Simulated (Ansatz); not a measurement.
The start is a generated cell, CsPbBr3 placed in the 2H-BaNiO3 structure type. A full variable-cell relaxation at zero pressure is run with PBEsol (plane waves to 420 eV, PAW, scalar-relativistic; Ansatz, a quantum-chemistry and plane-wave program). The first steps use a coarse 3×3×3 k-mesh.

Initial structure:
```
CELL_PARAMETERS angstrom
      8.74441     0.00000     0.00000
     -4.37220     7.57288     0.00000
      0.00000     0.00000     7.47080
ATOMIC_POSITIONS crystal
  Cs 0.33333 0.66667 0.75000
  Cs 0.66667 0.33333 0.25000
  Pb 0.00000 0.00000 0.00000
  Pb 0.00000 0.00000 0.50000
  Br 0.14620 0.29240 0.25000
  Br 0.70760 0.85380 0.25000
  Br 0.14620 0.85380 0.25000
  Br 0.85380 0.70760 0.75000
  Br 0.29240 0.14620 0.75000
  Br 0.85380 0.14620 0.75000
```

Task: How does the volume change?

Result: -21.0 %, from 49.47 to 39.10 Å³/atom.

Task: How do the shortest distances between atoms change?

Result: The closest pairs of elements (up to four, under 3.6 Å), start → end: Br–Pb 2.90 → 3.00 Å.

Task: What band gap does the relaxed structure have at this level?

Result: 2.47 eV, indirect (valence top at K, conduction bottom at Γ) (no spin-orbit coupling).

Task: Write out the relaxed structure.

Result: 
```cif
data_Br6Cs2Pb2
_chemical_formula_sum 'Cs2 Pb2 Br6'
_space_group_name_H-M_alt 'P63/mmc'
_space_group_IT_number 194
_space_group_name_Hall '-P 6c 2c'
_cell_length_a 7.85269
_cell_length_b 7.85269
_cell_length_c 7.32185
_cell_angle_alpha 90.000
_cell_angle_beta 90.000
_cell_angle_gamma 120.000
loop_
_atom_site_label
_atom_site_type_symbol
_atom_site_symmetry_multiplicity
_atom_site_Wyckoff_symbol
_atom_site_fract_x
_atom_site_fract_y
_atom_site_fract_z
_atom_site_occupancy
Cs1 Cs 2 d 0.66667 0.33333 0.25000 1
Pb1 Pb 2 a 0.00000 0.00000 0.00000 1
Br1 Br 6 h 0.17450 0.34900 0.25000 1
```

The space group stays P6₃/mmc (No. 194) (the run could not lower it), with 10 atoms in the primitive cell. Final values are on a 5×5×5 k-mesh of the relaxed cell. No spin polarisation in the result. Spin-orbit coupling is missing; with elements this heavy it can move band edges by tenths of an eV or more.

The run could not lose the symmetry of its start: the end is stationary, and may be a saddle point rather than a minimum.

The relaxed structure here is a generated cell of CsPbBr3: the first start was made by placing the elements on the sites of a structure type, and the end was not matched to a known phase here, so it may be hypothetical. Known forms of CsPbBr3 include space group No. 62, 221.
